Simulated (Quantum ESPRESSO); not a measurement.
## MgGa3SeP3 (one run as intended and one with a planted mistake)

A calculation, not a measurement. The program is pw.x of Quantum ESPRESSO 7.5 (plane-wave density functional theory). The cell is made up: 8 atoms on a zincblende/diamond lattice, with randomly drawn elements, strain and displacements, not relaxed. PseudoDojo standard norm-conserving files (v0.5 for PBE, v0.4.1 for LDA and PBEsol) set the functional; there is no spin polarisation, spin-orbit coupling or dispersion term, and the masses in the input are unused placeholders.

Intended input:

```
&control calculation='scf', pseudo_dir='./dojo.nc.sr.pbe.v0_5.standard.upf', outdir='./o', disk_io='low', tprnfor=.true., tstress=.true. /
&system ibrav=0, nat=8, ntyp=4, nbnd=46, ecutwfc=85.99341389, nosym=.true., tot_charge=0,
 occupations='smearing', smearing='fd', degauss=0.0018374661
/
&electrons conv_thr=7.350e-09, electron_maxstep=60, /
ATOMIC_SPECIES
Ga 1.0 Ga.upf
Mg 1.0 Mg.upf
P 1.0 P.upf
Se 1.0 Se.upf
CELL_PARAMETERS angstrom
5.5809 0.0 0.0
0.0 5.5809 0.0
0.0 0.0 5.5809
ATOMIC_POSITIONS angstrom
Mg 0.006 0.0144 -0.0103
Ga -0.0343 2.8696 2.7278
Ga 2.7077 -0.0018 2.7486
Ga 2.8091 2.8427 -0.06
Se 1.4638 1.352 1.3178
P 1.3813 4.2004 4.1613
P 4.154 1.325 4.2329
P 4.2148 4.187 1.3202
K_POINTS automatic
4 4 4 1 1 1
```

The log is shortened where brackets say so; the opening notice, blank lines, dates and the lines on written files are dropped, and the path of the files is cut. It prints rydbergs, bohrs and kilobars, and counts compression as positive stress. Where no state is partly filled, the Fermi energy that it prints is only some level between the filled and the empty states on the mesh, and need not lie in the true gap.

Log of the intended run:

```
     Program PWSCF v.7.5
     Parallel version (MPI & OpenMP), running on       4 processor cores
     Number of MPI processes:                 4
     Threads/MPI process:                     1
     [start-up lines left out]
     bravais-lattice index     =            0
     lattice parameter (alat)  =      10.5464  a.u.
     unit-cell volume          =    1173.0306 (a.u.)^3
     number of atoms/cell      =            8
     number of atomic types    =            4
     number of electrons       =        80.00
     number of Kohn-Sham states=           46
     kinetic-energy cutoff     =      85.9934  Ry
     charge density cutoff     =     343.9737  Ry
     scf convergence threshold =      7.3E-09
     mixing beta               =       0.7000
     number of iterations used =            8  plain     mixing
     Exchange-correlation= PBE
                           (   1   4   3   4   0   0   0)
     [axes and pseudopotential details left out]
   Cartesian axes
     site n.     atom                  positions (alat units)
         1        Mg     tau(   1) = (   0.0010751   0.0025802  -0.0018456  )
         2        Ga     tau(   2) = (  -0.0061460   0.5141823   0.4887742  )
         3        Ga     tau(   3) = (   0.4851726  -0.0003225   0.4925012  )
         4        Ga     tau(   4) = (   0.5033418   0.5093623  -0.0107510  )
         5        Se     tau(   5) = (   0.2622874   0.2422548   0.2361268  )
         6        P      tau(   6) = (   0.2475049   0.7526385   0.7456324  )
         7        P      tau(   7) = (   0.7443244   0.2374169   0.7584619  )
         8        P      tau(   8) = (   0.7552187   0.7502374   0.2365568  )
     number of k points=    32  Fermi-Dirac smearing, width (Ry)=  0.0018
                       cart. coord. in units 2pi/alat
        k(    1) = (   0.1250000   0.1250000   0.1250000), wk =   0.0625000
        k(    2) = (   0.1250000   0.1250000   0.3750000), wk =   0.0625000
     [further k points left out]
     Dense  grid:   126419 G-vectors     FFT dimensions: (  64,  64,  64)
     Estimated max dynamical RAM per process >     265.01 MB
     Estimated total dynamical RAM >     967.44 MB
     Initial potential from superposition of free atoms
     starting charge      79.9907, renormalised to      80.0000
     Starting wfcs are   53 randomized atomic wfcs
     total cpu time spent up to now is        3.4 secs
     per-process dynamical memory:   184.9 Mb
     Self-consistent Calculation
     iteration #  1     ecut=    85.99 Ry     beta= 0.70
     Davidson diagonalization with overlap
     ethr =  1.00E-02,  avg # of iterations =  4.0
     Threshold (ethr) on eigenvalues was too large:
     Diagonalizing with lowered threshold
     Davidson diagonalization with overlap
     ethr =  4.88E-04,  avg # of iterations =  2.0
     total cpu time spent up to now is       13.9 secs
     total energy              =    -861.75637635 Ry
     estimated scf accuracy    <       0.38907062 Ry
     iteration #  2     ecut=    85.99 Ry     beta= 0.70
     Davidson diagonalization with overlap
     ethr =  4.86E-04,  avg # of iterations =  4.8
     total cpu time spent up to now is       19.4 secs
     total energy              =    -861.84094873 Ry
     estimated scf accuracy    <       0.19689046 Ry
     [iterations 3 to 8 left out]
     iteration #  9     ecut=    85.99 Ry     beta= 0.70
     Davidson diagonalization with overlap
     ethr =  2.95E-10,  avg # of iterations =  2.0
     total cpu time spent up to now is       53.7 secs
     total energy              =    -861.88783695 Ry
     estimated scf accuracy    <       0.00000002 Ry
     iteration # 10     ecut=    85.99 Ry     beta= 0.70
     Davidson diagonalization with overlap
     ethr =  2.28E-11,  avg # of iterations =  3.4
     total cpu time spent up to now is       59.0 secs
     End of self-consistent calculation
     [lines on levels left out]
     the Fermi energy is     7.5133 ev
!    total energy              =    -861.88783696 Ry
     estimated scf accuracy    <          1.9E-09 Ry
     smearing contrib. (-TS)   =      -0.00000000 Ry
     internal energy E=F+TS    =    -861.88783696 Ry
     The total energy is F=E-TS. E is the sum of the following terms:
     one-electron contribution =    -511.40970470 Ry
     hartree contribution      =     296.39728607 Ry
     xc contribution           =    -202.40177901 Ry
     ewald contribution        =    -444.47363931 Ry
     convergence has been achieved in  10 iterations
     Forces acting on atoms (cartesian axes, Ry/au):
     atom    1 type  2   force =    -0.01205747   -0.02302845   -0.02235259
     atom    2 type  1   force =    -0.02449451   -0.01023450    0.04715880
     atom    3 type  1   force =     0.07101439   -0.04235166    0.04946949
     atom    4 type  1   force =     0.03753600    0.01611076   -0.03484666
     atom    5 type  4   force =    -0.01390705    0.05170268    0.01829247
     atom    6 type  3   force =     0.00601487   -0.02440200   -0.02649314
     atom    7 type  3   force =    -0.02199139    0.04276050   -0.05928616
     atom    8 type  3   force =    -0.04211484   -0.01055733    0.02805779
     Total force =     0.171186     Total SCF correction =     0.000246
     Computing stress (Cartesian axis) and pressure
          total   stress  (Ry/bohr**3)                   (kbar)     P=       32.89
   0.00024214  -0.00003718   0.00006580           35.62       -5.47        9.68
  -0.00003718   0.00022629  -0.00011382           -5.47       33.29      -16.74
   0.00006580  -0.00011382   0.00020224            9.68      -16.74       29.75
     init_run     :      3.26s CPU      3.37s WALL (       1 calls)
     electrons    :     55.35s CPU     55.61s WALL (       1 calls)
     forces       :      0.73s CPU      0.74s WALL (       1 calls)
     stress       :      2.44s CPU      2.49s WALL (       1 calls)
     [timing details left out]
     PWSCF        :   1m 1.87s CPU   1m 2.33s WALL
     JOB DONE.
```

A second run has one planted mistake: the self-consistency threshold is too loose. The input lines that differ, file-writing options aside:

```
- &electrons conv_thr=7.350e-09, electron_maxstep=60, /
+ &electrons conv_thr=5.880e-03, electron_maxstep=60, /
```

Its log:

```
     Program PWSCF v.7.5
     Parallel version (MPI & OpenMP), running on       4 processor cores
     Number of MPI processes:                 4
     Threads/MPI process:                     1
     [start-up lines left out]
     bravais-lattice index     =            0
     lattice parameter (alat)  =      10.5464  a.u.
     unit-cell volume          =    1173.0306 (a.u.)^3
     number of atoms/cell      =            8
     number of atomic types    =            4
     number of electrons       =        80.00
     number of Kohn-Sham states=           46
     kinetic-energy cutoff     =      85.9934  Ry
     charge density cutoff     =     343.9737  Ry
     scf convergence threshold =      5.9E-03
     mixing beta               =       0.7000
     number of iterations used =            8  plain     mixing
     Exchange-correlation= PBE
                           (   1   4   3   4   0   0   0)
     [axes and pseudopotential details left out]
   Cartesian axes
     site n.     atom                  positions (alat units)
         1        Mg     tau(   1) = (   0.0010751   0.0025802  -0.0018456  )
         2        Ga     tau(   2) = (  -0.0061460   0.5141823   0.4887742  )
         3        Ga     tau(   3) = (   0.4851726  -0.0003225   0.4925012  )
         4        Ga     tau(   4) = (   0.5033418   0.5093623  -0.0107510  )
         5        Se     tau(   5) = (   0.2622874   0.2422548   0.2361268  )
         6        P      tau(   6) = (   0.2475049   0.7526385   0.7456324  )
         7        P      tau(   7) = (   0.7443244   0.2374169   0.7584619  )
         8        P      tau(   8) = (   0.7552187   0.7502374   0.2365568  )
     number of k points=    32  Fermi-Dirac smearing, width (Ry)=  0.0018
                       cart. coord. in units 2pi/alat
        k(    1) = (   0.1250000   0.1250000   0.1250000), wk =   0.0625000
        k(    2) = (   0.1250000   0.1250000   0.3750000), wk =   0.0625000
     [further k points left out]
     Dense  grid:   126419 G-vectors     FFT dimensions: (  64,  64,  64)
     Estimated max dynamical RAM per process >     265.01 MB
     Estimated total dynamical RAM >     967.44 MB
     Initial potential from superposition of free atoms
     starting charge      79.9907, renormalised to      80.0000
     Starting wfcs are   53 randomized atomic wfcs
     total cpu time spent up to now is        3.4 secs
     per-process dynamical memory:   184.9 Mb
     Self-consistent Calculation
     iteration #  1     ecut=    85.99 Ry     beta= 0.70
     Davidson diagonalization with overlap
     ethr =  1.00E-02,  avg # of iterations =  4.0
     Threshold (ethr) on eigenvalues was too large:
     Diagonalizing with lowered threshold
     Davidson diagonalization with overlap
     ethr =  4.88E-04,  avg # of iterations =  2.0
     total cpu time spent up to now is       13.7 secs
     total energy              =    -861.75637635 Ry
     estimated scf accuracy    <       0.38907062 Ry
     iteration #  2     ecut=    85.99 Ry     beta= 0.70
     Davidson diagonalization with overlap
     ethr =  4.86E-04,  avg # of iterations =  4.8
     total cpu time spent up to now is       19.1 secs
     total energy              =    -861.84094873 Ry
     estimated scf accuracy    <       0.19689046 Ry
     iteration #  3     ecut=    85.99 Ry     beta= 0.70
     Davidson diagonalization with overlap
     ethr =  2.46E-04,  avg # of iterations =  2.8
     total cpu time spent up to now is       24.0 secs
     total energy              =    -861.88504897 Ry
     estimated scf accuracy    <       0.00976688 Ry
     iteration #  4     ecut=    85.99 Ry     beta= 0.70
     Davidson diagonalization with overlap
     ethr =  1.22E-05,  avg # of iterations =  8.2
     total cpu time spent up to now is       30.0 secs
     End of self-consistent calculation
     [lines on levels left out]
     the Fermi energy is     7.5022 ev
!    total energy              =    -861.88735874 Ry
     estimated scf accuracy    <       0.00127387 Ry
     smearing contrib. (-TS)   =      -0.00000000 Ry
     internal energy E=F+TS    =    -861.88735874 Ry
     The total energy is F=E-TS. E is the sum of the following terms:
     one-electron contribution =    -511.45099714 Ry
     hartree contribution      =     296.44172770 Ry
     xc contribution           =    -202.40444999 Ry
     ewald contribution        =    -444.47363931 Ry
     convergence has been achieved in   4 iterations
     Forces acting on atoms (cartesian axes, Ry/au):
     atom    1 type  2   force =    -0.01293480   -0.02232896   -0.02153924
     atom    2 type  1   force =    -0.02568128   -0.00794737    0.05139585
     atom    3 type  1   force =     0.07210623   -0.03896484    0.05121998
     atom    4 type  1   force =     0.04022040    0.01763617   -0.03350840
     atom    5 type  4   force =    -0.01935889    0.03892642    0.00227589
     atom    6 type  3   force =     0.00711513   -0.02255377   -0.02400191
     atom    7 type  3   force =    -0.02079296    0.04404129   -0.05624172
     atom    8 type  3   force =    -0.04067383   -0.00880893    0.03039955
     Total force =     0.167656     Total SCF correction =     0.156812
     SCF correction compared to forces is large: reduce conv_thr to get better values
     Computing stress (Cartesian axis) and pressure
          total   stress  (Ry/bohr**3)                   (kbar)     P=       35.91
   0.00026234  -0.00003827   0.00006014           38.59       -5.63        8.85
  -0.00003827   0.00024486  -0.00011038           -5.63       36.02      -16.24
   0.00006014  -0.00011038   0.00022506            8.85      -16.24       33.11
     init_run     :      3.18s CPU      3.27s WALL (       1 calls)
     electrons    :     26.36s CPU     26.58s WALL (       1 calls)
     forces       :      0.73s CPU      0.73s WALL (       1 calls)
     stress       :      2.35s CPU      2.35s WALL (       1 calls)
     [timing details left out]
     PWSCF        :     32.79s CPU     33.12s WALL
     JOB DONE.
```

|  | intended run | run with the mistake |
| --- | --- | --- |
| free energy (eV) | -11726.581 | -11726.575 |
| smearing term -TS (eV) | 0.0000 | 0.0000 |
| pressure (GPa) | 3.29 | 3.59 |
| largest force component (eV/Å) | 1.826 | 1.854 |
| largest change of a force component (eV/Å) |  | 0.412 |
| iterations | 10 | 4 |

For scale, a rerun of the intended cell at 1467 eV and a 6 x 6 x 6 mesh moved values by no more than 0.008 eV in energy, 0.02 GPa in stress and 0.004 eV/Å in force.